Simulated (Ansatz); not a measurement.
Given:

GaN:
```yaml
crystal:
  lattice:
    - [0.00000, 2.22769, 2.22769]
    - [2.22769, 0.00000, 2.22769]
    - [2.22769, 2.22769, 0.00000]
  atoms:
    - { symbol: N, position: [0.75000, 0.75000, 0.75000] }
    - { symbol: Ga, position: [0.00000, 0.00000, 0.00000] }
```

This is the LDA-relaxed structure.

Question: All from plane-wave PAW LDA (Ansatz code), unless another level is named. Estimate the static dielectric constant ε0 (ions relaxed, cell fixed).

Answer: 10.1.

Question: What about the largest static χ(2) component?

Answer: 8.6 pm/V.

Question: Give the electronic dielectric constant ε∞ (DFPT).

Answer: 5.77.

Space group F-43m (zinc blende). The LDA relaxation kept the symmetry of its start; phonons on a q-mesh show no instability. Spin–orbit coupling is left out wherever it is not named.

Potentials: the later of the program's two PAW sets.
